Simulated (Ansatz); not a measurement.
Ansatz input

```yaml
crystal:
  lattice:
    - [2.7825472518, 0.0, 0.0]
    - [-1.3912736259, 2.4097566073, 0.0]
    - [0.0, 0.0, 5.0967725303]
  atoms:
    - { symbol: Nb, position: [0.3333333333, 0.6666666667, 0.25], spin: 1.0 }
    - { symbol: Nb, position: [0.6666666667, 0.3333333333, 0.75], spin: 1.0 }
hamiltonian:
  xc: r2scan
  pseudopotentials:
    kind: paw
    azcp:
      Nb: "pseudopotentials/Nb.paw.azcp"
basis:
  ecutwfc: 500
  fft_grid_basis: typed
kpoints:
  mp_grid: { grid: [21, 21, 10], shift: [0, 0, 0] }
magnetization:
  spin_polarized: true
scf:
  occupations: { method: fermi_dirac, width: 0.05 }
output:
  stress: true
```

and its output:

```
Engine: ansatz 0.2.0, aarch64-unknown-linux-gnu
Pseudopotentials: kind: paw
Pseudopotential: Nb, paw, valence charge 13, recommended cutoff 500 eV (meta_gga) 
Functional definition: r2SCAN
  parameter k0 = 0.174
  parameter k1 = 0.065
  parameter a1 = 4.9479
  exchange = r2scan_x(k0 = k0, k1 = k1, a1 = a1)
  correlation = r2scan_c
Crystal: 2 atoms, lattice volume = 34.175 Å³
Basis set: ecut = 500 eV, 871 PW (Γ), exchange–correlation on 96×96×160 points (64 copies of the dense FFT grid, shifted against one another)
Bands: 18, of which v1, the nominal top of the filled ones, is band 13 counted from 1 (12 counted from 0)
Symmetry: 24 space group operations
Space group: P63/mmc (ITA 194), of the structure as read, at distance tolerance 3.2e-5 Å
Magnetic group: BNS 194.263 (UNI 1493), of the structure as read, at distance tolerance 3.2e-5 Å
k-points: 288 of 4410
Non-local potential: Nb, projectors of the file, l = 0: 3, l = 1: 2, l = 2: 2, l = 3: 1
PAW form: soft (Blöchl's): semilocal exchange-correlation on the pseudo side does not see the compensation charge
PAW frozen core: Nb, regenerated for the run's functional (the file was generated under x = pbe(κ = 0.804, μ = 0.2195149727645171), c = pbe(β = 0.06672455060314922))
PAW one-centre angular grid: Nb, 590 points (default); XC on 160 Gauss nodes
Initial density: superposition of atomic densities (chi_scale 0.1, normalization cell)
Starting moments: Σ|m| = 2 μB on 2 of 2 sites
Initial wavefunctions: pseudopotential atomic-orbital guess
Functional: x = r2scan, c = r2scan; τ floored in thin density (d = 2e-4 eV/Å³)
SCF iter   1: F=—  HF=-9126.914861 eV  |F-HF|=—  |Δ(HF+E_count)|=         —  Δρ=4.85e-2 (↑4.85e-2 ↓2.87e-2)  dr2=1.99e0  dr2_τ=1.51e-2  dr2_m=7.73e-2  M=1.213 μB ∫|m|=1.213 μB  β_m=0.76  ethr=3.10e-3  ⟨swp⟩=5.2  Hψ=44888  notcnv=0
Mixer restart at iter 1: flushing history
SCF iter   2: F=—  HF=-9126.540692 eV  |F-HF|=—  |Δ(HF+E_count)|=   3.74e-1  Δρ=3.23e-2 (↑3.23e-2 ↓2.45e-2)  dr2=1.10e0  dr2_τ=7.40e-3  dr2_m=1.75e-2  M=0.978 μB ∫|m|=0.978 μB  β_m=0.30  ethr=3.10e-3  ⟨swp⟩=2.2  Hψ=18496  notcnv=0  defer=82  κ⁻¹=1.0e0(r=1)
SCF iter   3: F=—  HF=-9126.381738 eV  |F-HF|=—  |Δ(HF+E_count)|=   1.59e-1  Δρ=1.33e-2 (↑7.37e-3 ↓1.33e-2)  dr2=5.97e-2  dr2_τ=1.40e-3  dr2_m=1.44e-2  M=0.469 μB ∫|m|=0.469 μB  β_m=0.30  ethr=3.10e-3  ⟨swp⟩=2.0  Hψ=19406  notcnv=0  defer=82  κ⁻¹=3.3e-2(r=2)
SCF iter   4: F=—  HF=-9126.512081 eV  |F-HF|=—  |Δ(HF+E_count)|=         —  Δρ=6.69e-3 (↑4.88e-3 ↓6.69e-3)  dr2=1.09e-2  dr2_τ=1.61e-3  dr2_m=4.70e-3  M=0.066 μB ∫|m|=0.112 μB  β_m=0.46  ethr=2.30e-4  ⟨swp⟩=2.9  Hψ=20367  notcnv=0  defer=82
...
SCF iter  13: F=—  HF=-9126.512517 eV  |F-HF|=—  |Δ(HF+E_count)|=   2.34e-8  Δρ=8.72e-7 (↑8.72e-7 ↓7.88e-7)  dr2=2.24e-11  dr2_τ=1.15e-11  dr2_m=2.06e-10  M=-0.000 μB ∫|m|=0.000 μB  β_m=1.00  ethr=4.79e-12  ⟨swp⟩=2.0  Hψ=18123  notcnv=0  defer=81  κ⁻¹=3.6e-8(r=8)
SCF iter  14: F=—  HF=-9126.512517 eV  |F-HF|=—  |Δ(HF+E_count)|=   2.16e-9  Δρ=4.99e-7 (↑4.99e-7 ↓3.61e-7)  dr2=1.17e-11  dr2_τ=5.29e-12  dr2_m=5.30e-11  M=-0.000 μB ∫|m|=0.000 μB  β_m=1.00  ethr=1.00e-12  ⟨swp⟩=1.0  Hψ=30722  notcnv=0  κ⁻¹=1.4e-7(r=8)
SCF iter  15: F=-9126.512517 eV  HF=-9126.512517 eV  |F-HF|=1.36e-10  |Δ(HF+E_count)|=  2.75e-10  Δρ=3.17e-7 (↑3.17e-7 ↓2.74e-7)  dr2=2.97e-12  dr2_τ=3.61e-12  dr2_m=2.56e-11  M=-0.000 μB ∫|m|=0.000 μB  ethr=1.00e-12  ⟨swp⟩=2.0  Hψ=20134  notcnv=0
SCF 1 converged in 15 iterations: F = -9126.512517 eV  dr2 = 2.97e-12
WARN: the starting moments were not kept: the SCF closed with an absolute magnetisation of 1.3e-5 μB, where they sum to 2 μB in size (2 sites). That is at most 0.1 of that sum. Measured as dr2_m measures the in/out step, that magnetisation stands 1.9e-11 eV from none, at or under the dr2_threshold of 1.0e-7 eV: it is no larger than a step whose dr2_m would equal this threshold. The system may hold no moment; this SCF shows only that its start led to no more than that. To try another start: raise the starting moments (crystal.atoms[].spin, magnetization.per_species, magnetization.initial_magnetization, or on a non-collinear deck that types none of these the spinor_matrix: blocks that start its atoms; where the total moment is fixed, keep their sum and leave initial_magnetization as it is; typed ones take the place of any that the run laid by itself, positive ones on a crystal's lanthanoids without a Hubbard term where scf.initial_density.shell_occupations: [] is typed) or, if the notice of its spin-set hold's release reads "site moments contracting" or "site moments show no strong build", lengthen the hold (scf.mixing.spin_hold: { on: { confirm: 4 } }; for m-r²SCAN on two components see the key's manual first). Each may lead to a state that holds a moment. A second SCF, from the converged charge density, with the starting moments and any scf.initial_density.shell_occupations laid on it anew, would have followed, and was not run: the deck does not ask for one (magnetization.retry_lost_moments is false, the default). To let it run, set magnetization.retry_lost_moments: true and run the deck again, where that key's refused combinations let it; where memory then withholds it, that run's warning says so.
this state was not tested for a lower state beside it, because the mixer in use, unlike msr1, does not test its closes by its own steps (another_mixer; see scf.mixing.algorithm and scf.lower_state_search)
SCF converged after 15 iterations
Magnetization: -0.0000 μB (13.0000 up, 13.0000 down)
Absolute magnetization: 0.0000 μB (∫|ρ↑−ρ↓|, with the PAW one-centre terms)
Spin contamination: 0.0000 ħ² per cell (⟨S²⟩ above its minimum at these occupations)
Per-site moments (μB) at R_I (Å): [(-4.287822160704053e-6, 1.1478007413700302), (-4.287822160604695e-6, 1.1478007413700302)]
Free energy (F): -9126.512517 eV
Harris-Foulkes:  -9126.512517 eV  (|F-HF|=1.36e-10)
Internal energy: -9126.491698 eV  (E = F + TS)
E sigma→0 (E₀):  -9126.502108 eV
Entropy (-TS):   -0.020819 eV (-10.409 meV/atom)
Fermi energy:    19.283202 eV
--- Per-component energies (eV) ---
  E_band       = -126.372047
  E_kinetic    = 794.772270
  E_local      = -1333.706831  (includes V_loc(G=0)·N_el)
  E_nonlocal   = 240.298291
  E_hartree    = 418.177349
  E_xc         = -341.295213
  E_vxc        = -476.567257  (∫ρ·V_xc dr)
  E_paw        = -6181.193255  (= ΣΔE_a)
  E_vpaw       = -217.596393  (= ΣTr[D̂ρ^β])
  E_aug_tail   = 0.000008  (compensation charges beyond the density's cutoff)
  E_vtau       = 30.073165  (kinetic-family band-sum trace: ∫τ·v_τ [+ j·A + Jᵃ·Aᵃ] dr)
  E_ewald      = -2723.159457
  E_core_change = -0.384861  (= ΣΔE_core)
  E_smearing   = -0.020819  (= −TS)
  E_closure    = 0.000000  (closes the sum)
  Σ components = -9126.512517   (vs F -9126.512517, Δ=0.00e0)
--- Stress (GPa, compression-positive) ---
       16.373316       0.000000       0.000000
        0.000000      16.373316       0.000000
        0.000000       0.000000      15.261158
  P = ⅓ Tr σ = 16.0026 GPa (160.026 kbar)
```
